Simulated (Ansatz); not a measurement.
CdS:
```cif
data_Cd2S2
_chemical_formula_sum 'Cd2 S2'
_space_group_name_H-M_alt 'P63mc'
_space_group_IT_number 186
_space_group_name_Hall 'P 6c -2c'
_cell_length_a 4.16469
_cell_length_b 4.16469
_cell_length_c 6.76805
_cell_angle_alpha 90.000
_cell_angle_beta 90.000
_cell_angle_gamma 120.000
loop_
_atom_site_label
_atom_site_type_symbol
_atom_site_symmetry_multiplicity
_atom_site_Wyckoff_symbol
_atom_site_fract_x
_atom_site_fract_y
_atom_site_fract_z
_atom_site_occupancy
Cd1 Cd 2 b 0.33333 0.66667 0.00007 1
S1 S 2 b 0.33333 0.66667 0.37693 1
```

Relaxed with r²SCAN.

Task: Which orbitals make up the states near the band edges in the program Ansatz at the r²SCAN level (PAW)?

Result: Top 1 eV of the valence band: S 3p 90 %, Cd 4d 6 %. Bottom 1 eV of the conduction band: Cd 5s 59 %, S 3s 22 %, S 3p 16 %. Projections are on Löwdin-orthogonalised atomic valence shells; empty p or d shells of many metals are not among them.

Task: Tabulate the density of states.

Result: States/eV per cell of 4 atoms, in 0.25 eV bins, energy from the valence-band maximum.

| E (eV) | total | Cd 4d | S 3p | Cd 5s |
|---|---|---|---|---|
| -7.85 | 18.22 | 16.98 | 1.18 | 0.03 |
| -7.60 | 27.48 | 26.25 | 1.04 | 0.12 |
| -7.35 | 23.42 | 23.13 | 0.13 | 0.07 |
| -7.10 | 6.39 | 5.77 | 0.11 | 0.12 |
| -6.85 | 4.49 | 4.00 | 0.03 | 0.03 |
| -6.60 | 0.00 | 0.00 | 0.00 | 0.00 |
| -6.35 | 0.00 | 0.00 | 0.00 | 0.00 |
| -6.10 | 0.00 | 0.00 | 0.00 | 0.00 |
| -5.85 | 0.00 | 0.00 | 0.00 | 0.00 |
| -5.60 | 0.00 | 0.00 | 0.00 | 0.00 |
| -5.35 | 0.00 | 0.00 | 0.00 | 0.00 |
| -5.10 | 0.00 | 0.00 | 0.00 | 0.00 |
| -4.85 | 0.00 | 0.00 | 0.00 | 0.00 |
| -4.60 | 0.00 | 0.00 | 0.00 | 0.00 |
| -4.35 | 0.01 | 0.00 | 0.00 | 0.00 |
| -4.10 | 1.44 | 0.04 | 0.97 | 0.40 |
| -3.85 | 5.18 | 0.15 | 3.42 | 1.49 |
| -3.60 | 2.64 | 0.12 | 1.72 | 0.66 |
| -3.35 | 2.05 | 0.12 | 1.34 | 0.46 |
| -3.10 | 1.24 | 0.08 | 0.82 | 0.24 |
| -2.85 | 1.16 | 0.07 | 0.84 | 0.16 |
| -2.60 | 1.85 | 0.09 | 1.51 | 0.14 |
| -2.35 | 2.31 | 0.12 | 1.93 | 0.13 |
| -2.10 | 2.70 | 0.13 | 2.32 | 0.10 |
| -1.85 | 3.68 | 0.18 | 3.23 | 0.09 |
| -1.60 | 3.67 | 0.19 | 3.24 | 0.07 |
| -1.35 | 4.18 | 0.23 | 3.71 | 0.05 |
| -1.10 | 6.36 | 0.36 | 5.71 | 0.04 |
| -0.85 | 4.58 | 0.28 | 4.11 | 0.02 |
| -0.60 | 2.76 | 0.18 | 2.49 | 0.01 |
| -0.35 | 1.63 | 0.12 | 1.48 | 0.00 |
| -0.10 | 0.56 | 0.04 | 0.51 | 0.00 |
| 0.15 | 0.00 | 0.00 | 0.00 | 0.00 |
| 0.40 | 0.00 | 0.00 | 0.00 | 0.00 |
| 0.65 | 0.00 | 0.00 | 0.00 | 0.00 |
| 0.90 | 0.00 | 0.00 | 0.00 | 0.00 |
| 1.15 | 0.00 | 0.00 | 0.00 | 0.00 |
| 1.40 | 0.00 | 0.00 | 0.00 | 0.00 |
| 1.65 | 0.00 | 0.00 | 0.00 | 0.00 |
| 1.90 | 0.02 | 0.00 | 0.00 | 0.01 |
| 2.15 | 0.06 | 0.00 | 0.01 | 0.03 |
| 2.40 | 0.09 | 0.00 | 0.02 | 0.05 |
| 2.65 | 0.14 | 0.00 | 0.03 | 0.08 |
| 2.90 | 0.21 | 0.00 | 0.04 | 0.12 |
| 3.15 | 0.30 | 0.00 | 0.07 | 0.17 |
| 3.40 | 0.57 | 0.00 | 0.12 | 0.32 |
| 3.65 | 0.98 | 0.00 | 0.20 | 0.51 |
| 3.90 | 2.23 | 0.00 | 0.41 | 1.04 |
| 4.15 | 2.35 | 0.00 | 0.45 | 1.08 |
| 4.40 | 3.09 | 0.01 | 0.59 | 1.28 |
| 4.65 | 2.71 | 0.00 | 0.54 | 1.12 |
| 4.90 | 1.80 | 0.00 | 0.38 | 0.71 |
| 5.15 | 1.30 | 0.00 | 0.28 | 0.49 |
| 5.40 | 0.50 | 0.00 | 0.07 | 0.11 |
| 5.65 | 2.12 | 0.00 | 0.24 | 0.35 |
| 5.90 | 4.98 | 0.01 | 0.43 | 0.55 |
| 6.15 | 3.38 | 0.01 | 0.29 | 0.36 |
| 6.40 | 2.85 | 0.00 | 0.20 | 0.25 |

Space group P6_3mc (wurtzite). The cell was relaxed with r²SCAN under the symmetry of its start. Scalar-relativistic: spin–orbit coupling is off unless named, which matters more the heavier the elements.

Potentials: the earlier of the program's two PAW sets. The files were generated under PBE; for other functionals the program regenerates the frozen cores, and for LDA and PBEsol the local potential too.
